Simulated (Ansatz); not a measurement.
SiNi:
```yaml
crystal:
  lattice:
    - [4.46438, 0.00000, 0.00000]
    - [0.00000, 4.46438, 0.00000]
    - [0.00000, 0.00000, 4.46438]
  atoms:
    - { symbol: Si, position: [0.65307, 0.15307, 0.34693] }
    - { symbol: Si, position: [0.84693, 0.84693, 0.84693] }
    - { symbol: Si, position: [0.15307, 0.34693, 0.65307] }
    - { symbol: Si, position: [0.34693, 0.65307, 0.15307] }
    - { symbol: Ni, position: [0.35135, 0.85135, 0.64865] }
    - { symbol: Ni, position: [0.14865, 0.14865, 0.14865] }
    - { symbol: Ni, position: [0.85135, 0.64865, 0.35135] }
    - { symbol: Ni, position: [0.64865, 0.35135, 0.85135] }
```

Relaxed with r²SCAN.

Q: Map the valence electron density (e/Å³), cut off at 0.5 on the plane through (0.653, 0.153, 0.347) spanned by u = [1, 0, 0] and v = [0, 1, 0] in lattice vectors, from the program Ansatz at the r²SCAN level (PAW).

A: x is the fraction of u, y of v (the angle between them is 90°; rows are the nearest grid lines); atoms in the plane: Si at (0.00, 0.00), Ni at (0.20, 0.50).
```
y \ x   0.000  0.0909  0.182  0.273  0.364  0.455  0.545  0.636  0.727  0.818  0.909   1.00
------  -----  ------  -----  -----  -----  -----  -----  -----  -----  -----  -----  -----
1.00    0.036   0.186  0.400  0.342  0.392  0.500  0.500  0.384  0.355  0.415  0.189  0.036
0.909   0.189   0.320  0.387  0.296  0.300  0.405  0.408  0.320  0.329  0.409  0.315  0.189
0.864   0.343   0.408  0.368  0.266  0.243  0.300  0.316  0.283  0.306  0.381  0.389  0.343
0.773   0.391   0.410  0.354  0.257  0.202  0.208  0.241  0.275  0.300  0.323  0.353  0.391
0.682   0.345   0.500  0.500  0.500  0.286  0.229  0.272  0.340  0.360  0.326  0.301  0.345
0.636   0.384   0.500  0.500  0.500  0.425  0.265  0.305  0.381  0.401  0.346  0.305  0.384
0.545   0.500   0.500  0.500  0.500  0.500  0.351  0.357  0.414  0.421  0.373  0.335  0.500
0.455   0.500   0.500  0.500  0.500  0.500  0.371  0.358  0.375  0.356  0.326  0.316  0.500
0.364   0.392   0.500  0.500  0.500  0.500  0.322  0.322  0.314  0.276  0.249  0.260  0.392
0.318   0.340   0.500  0.500  0.500  0.369  0.304  0.307  0.288  0.246  0.226  0.249  0.340
0.227   0.376   0.415  0.370  0.301  0.287  0.313  0.315  0.270  0.229  0.237  0.296  0.376
0.136   0.333   0.415  0.383  0.305  0.319  0.410  0.405  0.310  0.275  0.318  0.338  0.333
0.0909  0.186   0.326  0.401  0.325  0.358  0.496  0.484  0.346  0.311  0.363  0.278  0.186
0.000   0.036   0.186  0.400  0.342  0.392  0.500  0.500  0.384  0.355  0.415  0.189  0.036
```

The density is the valence pseudo-density with augmentation charge, so density and ELF within about 1 Å of a nucleus are not all-electron values.

Space group P2_13. The first step of the workflow began from a Materials Project structure, measured or hypothetical; the Crystallography Open Database copy checked does not list it. It is not the phase usual at ambient conditions (space group No. 62). Symmetry was held in the r²SCAN relaxation; its stability against distortions is not shown here. No spin polarisation was allowed.

Potentials: the later of the program's two PAW sets.
